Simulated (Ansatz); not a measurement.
Si₃Ge in space group P-4m2 (No. 115; Si on 2g, Si on 1a, Ge on 1c) at seven volumes, the program Ansatz at the PBEsol level (PAW), shape and atoms relaxed at each. One row is withheld.

```json
[
 {"V (Å³/atom)": "18.773", "P (GPa)": "10.13"},
 {"V (Å³/atom)": "19.392", "P (GPa)": "?"},
 {"V (Å³/atom)": "20.011", "P (GPa)": "2.85"},
 {"V (Å³/atom)": "20.630", "P (GPa)": "0.00"},
 {"V (Å³/atom)": "21.249", "P (GPa)": "-2.43"},
 {"V (Å³/atom)": "21.868", "P (GPa)": "-4.49"},
 {"V (Å³/atom)": "22.487", "P (GPa)": "-6.24"}
]
```

### Question
Fit the shown pressures and predict the withheld one.

### Answer
Third-order Birch–Murnaghan: P = (3/2)B₀(x^(7/2) − x^(5/2))[1 + (3/4)(B′ − 4)(x − 1)] with x = (V₀/V)^(2/3). Least squares on the six rows gives V₀ = 20.630 Å³/atom, B₀ = 87.39 GPa, B′ = 4.36. At V = 19.392, x = 1.0421 and P = 6.19 GPa. The run itself gave 6.20 GPa.

The start of the workflow was typed in or built on a structure type; neither database checked (COD, Materials Project) lists it. Whether it is the stable phase at ambient conditions was not checked. The cell was relaxed with PBEsol under the symmetry of its start; its stability against distortions is not shown here.

Potentials: the earlier of the program's two PAW sets. The files were generated under PBE; for other functionals the program regenerates the frozen cores, and for LDA and PBEsol the local potential too.
